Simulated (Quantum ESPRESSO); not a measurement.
**Band energies of SrCuSeF**

```
CELL_PARAMETERS angstrom
      4.09381     0.00000     0.00000
      0.00000     4.09381     0.00000
      0.00000     0.00000     8.90121
ATOMIC_POSITIONS crystal
  F  0.00000 0.00000 0.50000
  F  0.50000 0.50000 0.50000
  Cu 0.50000 0.50000 0.00000
  Cu 0.00000 0.00000 0.00000
  Se 0.50000 0.00000 0.83117
  Se 0.00000 0.50000 0.16883
  Sr 0.00000 0.50000 0.66185
  Sr 0.50000 0.00000 0.33815
```

norm-conserving LDA (Quantum ESPRESSO, 92 Ry, no spin-orbit coupling); path ΓXMΓZRAZ,XR,MA; energies in eV from the valence-band maximum.

| k (1/Å) | point | band 48 | band 49 | band 50 | band 51 | band 52 | band 53 | band 54 | band 55 |
|---|---|---|---|---|---|---|---|---|---|
| 0.00 | Γ | -1.43 | -1.24 | -0.75 | 0.00 | 0.00 | 0.97 | 2.01 | 2.24 |
| 0.19 |  | -1.54 | -1.13 | -0.69 | -0.39 | -0.05 | 1.44 | 2.20 | 2.74 |
| 0.38 |  | -1.71 | -0.95 | -0.77 | -0.64 | -0.18 | 2.04 | 2.45 | 3.00 |
| 0.77 | X | -1.99 | -0.83 | -0.83 | -0.56 | -0.56 | 2.25 | 2.25 | 3.35 |
| 0.96 |  | -1.95 | -1.04 | -1.04 | -0.63 | -0.63 | 2.46 | 2.46 | 3.60 |
| 1.34 |  | -1.82 | -1.60 | -1.60 | -1.04 | -1.04 | 2.69 | 2.69 | 3.56 |
| 1.53 | M | -1.78 | -1.78 | -1.78 | -1.11 | -1.11 | 2.68 | 2.68 | 3.62 |
| 1.90 |  | -1.80 | -1.36 | -1.19 | -1.10 | -0.81 | 2.60 | 2.80 | 3.45 |
| 2.08 |  | -1.81 | -1.10 | -1.03 | -0.83 | -0.65 | 2.58 | 2.89 | 3.73 |
| 2.44 |  | -1.56 | -1.17 | -0.69 | -0.25 | -0.20 | 1.46 | 2.38 | 2.53 |
| 2.62 | Γ | -1.43 | -1.24 | -0.75 | 0.00 | 0.00 | 0.97 | 2.01 | 2.24 |
| 2.62 | Z | -1.43 | -1.24 | -0.94 | -0.01 | -0.01 | 1.69 | 2.17 | 2.33 |
| 2.81 |  | -1.53 | -1.13 | -0.83 | -0.32 | -0.06 | 1.89 | 2.32 | 2.83 |
| 3.00 |  | -1.71 | -0.94 | -0.67 | -0.67 | -0.19 | 2.10 | 2.40 | 2.93 |
| 3.39 | R | -1.99 | -0.77 | -0.77 | -0.55 | -0.55 | 2.24 | 2.24 | 3.35 |
| 3.54 |  | -1.96 | -0.96 | -0.96 | -0.58 | -0.58 | 2.45 | 2.45 | 3.58 |
| 3.85 |  | -1.84 | -1.47 | -1.47 | -0.94 | -0.94 | 2.96 | 2.96 | 3.67 |
| 4.00 |  | -1.82 | -1.65 | -1.65 | -1.07 | -1.07 | 2.90 | 2.90 | 3.63 |
| 4.15 | A | -1.78 | -1.78 | -1.78 | -1.11 | -1.11 | 2.85 | 2.85 | 3.62 |
| 4.31 |  | -1.78 | -1.64 | -1.63 | -1.10 | -1.04 | 2.87 | 2.94 | 3.63 |
| 4.46 |  | -1.80 | -1.45 | -1.33 | -1.10 | -0.87 | 2.88 | 3.08 | 3.73 |
| 4.78 |  | -1.78 | -1.10 | -0.90 | -0.76 | -0.49 | 2.70 | 2.94 | 3.99 |
| 4.93 |  | -1.68 | -1.12 | -0.75 | -0.54 | -0.30 | 2.34 | 3.06 | 3.32 |
| 5.24 | Z | -1.43 | -1.24 | -0.94 | -0.01 | -0.01 | 1.69 | 2.17 | 2.33 |
| 5.24 | X | -1.99 | -0.83 | -0.83 | -0.56 | -0.56 | 2.25 | 2.25 | 3.35 |
| 5.59 | R | -1.99 | -0.77 | -0.77 | -0.55 | -0.55 | 2.24 | 2.24 | 3.35 |
| 5.59 | M | -1.78 | -1.78 | -1.78 | -1.11 | -1.11 | 2.68 | 2.68 | 3.62 |
| 5.95 | A | -1.78 | -1.78 | -1.78 | -1.11 | -1.11 | 2.85 | 2.85 | 3.62 |

The LDA gap is direct, 0.97 eV at Γ. Another valence extremum on the path lies within 0.02 eV, too close to call.

Spin-orbit splittings are left out. The filled Cu 3d shell has no Hubbard U; semilocal functionals place it too high.

Geometry of the Materials Project entry, not relaxed at this level.
